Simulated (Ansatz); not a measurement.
Total density of states per atom from r²SCAN (plane waves, PAW; program Ansatz), in 0.25 eV bins, energy from the valence-band maximum:

```
E (eV) | states/eV/atom
    -7.85 |  0.00
    -7.60 | # 0.05
    -7.35 | ################# 0.62
    -7.10 | ################ 0.58
    -6.85 | ############## 0.51
    -6.60 | ######## 0.27
    -6.35 | #### 0.16
    -6.10 | ##### 0.17
    -5.85 | ####### 0.24
    -5.60 | ####### 0.26
    -5.35 | ##### 0.16
    -5.10 | ### 0.13
    -4.85 | ####### 0.25
    -4.60 | #################### 0.71
    -4.35 | ################ 0.57
    -4.10 | ################# 0.63
    -3.85 | ############## 0.49
    -3.60 | ######################### 0.90
    -3.35 | ################## 0.66
    -3.10 | ################### 0.70
    -2.85 | ##################### 0.75
    -2.60 | #################### 0.71
    -2.35 | ################### 0.68
    -2.10 | ######################### 0.89
    -1.85 | ########################## 0.95
    -1.60 | ####################### 0.83
    -1.35 | ############### 0.53
    -1.10 | ####### 0.26
    -0.85 | ##### 0.19
    -0.60 | ##### 0.19
    -0.35 | ######## 0.27
    -0.10 | ### 0.12
     0.15 |  0.00
     0.40 |  0.00
     0.65 |  0.00
     0.90 |  0.00
     1.15 |  0.00
     1.40 |  0.00
     1.65 |  0.00
     1.90 |  0.00
     2.15 |  0.01
     2.40 | ## 0.08
     2.65 | ###### 0.23
     2.90 | #################### 0.73
     3.15 | ############################## 1.08
     3.40 | ##################### 0.74
     3.65 | ############### 0.53
     3.90 | ######## 0.30
     4.15 | ######### 0.32
     4.40 | ############ 0.43
     4.65 | ############## 0.50
     4.90 | ############## 0.52
     5.15 | ############# 0.49
     5.40 | ################### 0.68
     5.65 | ################# 0.60
     5.90 | ################# 0.60
     6.15 | ############## 0.50
     6.40 | ############## 0.51
     6.65 | ############## 0.51
```

**Question.** Which compound is it?
A. Ga2S3, Imm2 (Ga on 4d, S on 4d, S on 2a)
B. GaRu3C, anti-perovskite
C. PbS, rock salt
D. Y3SiS2, Immm (Y on 4j, Y on 2d, Si on 2a, S on 4i)

**Answer.** A, Ga2S3, Imm2 (Ga on 4d, S on 4d, S on 2a). Top 1 eV of the valence band: S 3p 95 %. Bottom 1 eV of the conduction band: Ga 4s 35 %, S 3p 29 %, Ga 4p 17 %, S 3s 11 %, outside the projected shells 8 %. Projections are on Löwdin-orthogonalised atomic valence shells; empty p or d shells of many metals are not among them.

The workflow started from a Materials Project entry (that database holds measured and hypothetical structures alike); the Crystallography Open Database copy checked does not list it. COD files the formula under space group No. 9. Whether it is the stable phase at ambient conditions was not checked. The cell was relaxed with r²SCAN under the symmetry of its start; its stability against distortions is not shown here. Spin–orbit coupling is left out wherever it is not named.

Potentials: the later of the program's two PAW sets.
